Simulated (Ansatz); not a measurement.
Consider the following.

GeRh:
Space group Pm-3m (No. 221); a = 3.0466 Å, b = 3.0466 Å, c = 3.0466 Å, α = 90.00°, β = 90.00°, γ = 90.00°

| atom | site | symmetry | x | y | z |
|---|---|---|---|---|---|
| Rh | 1a | m-3m | 0.0000 | 0.0000 | 0.0000 |
| Ge | 1b | m-3m | 0.5000 | 0.5000 | 0.5000 |

This is the r²SCAN-relaxed structure.

Problem. All from the program Ansatz at the r²SCAN level (PAW), unless another level is named. Estimate the electronic character.

Solution. metallic (no gap).

Problem. Predict the formation energy from the elements (no fitted shifts).

Solution. -0.25 eV/atom.

Problem. Give the density of states at the Fermi level.

Solution. 1.1 states/eV per atom (mean over ±0.08 eV).

The cell is a constructed one: a structure type filled with these elements; neither database checked (COD, Materials Project) lists it. COD files the formula under space group No. 62, so this cell is another polymorph or a model. Whether it is the stable phase at ambient conditions was not checked. Symmetry was held in the r²SCAN relaxation. At this level the phase is mechanically unstable. The run is not spin-polarised. The references are the lowest solids computed at this level, not always the standard phases. Scalar-relativistic: spin–orbit coupling is off unless named, which matters more the heavier the elements.

Potentials: the later of the program's two PAW sets.
